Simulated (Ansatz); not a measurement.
### Question
Each is relaxed and computed with PBE (plane waves, PAW; program Ansatz). Which is the only one with a gap?
A) BP, P4_2/mmc (B on 2c, P on 2e)
B) BiB, P4/nmm (B on 2c, Bi on 2a)
C) BN, NiAs type
D) BPt, NiAs type

### Answer
C, BN, NiAs type. BN: gap 1.48 eV (indirect); BiB: metal; BPt: metal; BP: metal. Constructed cells (a structure type filled with these elements, in neither database checked): BiB, P4/nmm (B on 2c, Bi on 2a); BP, P4_2/mmc (B on 2c, P on 2e). Built on a structure type that need not be the filed one of that space group: BN, NiAs type. Not the usual ambient phase: BN, NiAs type; BP, P4_2/mmc (B on 2c, P on 2e). Standing as an ambient phase not checked: BPt, NiAs type. Unstable at this level: BN, NiAs type. All cells were relaxed under the symmetry of their starts (and spin orders); stability against distortions was not tested throughout. Rows with no word on spin ran without spin polarisation. Scalar-relativistic: spin–orbit coupling is off unless named, which matters more the heavier the elements.

Potentials: the later of the program's two PAW sets.
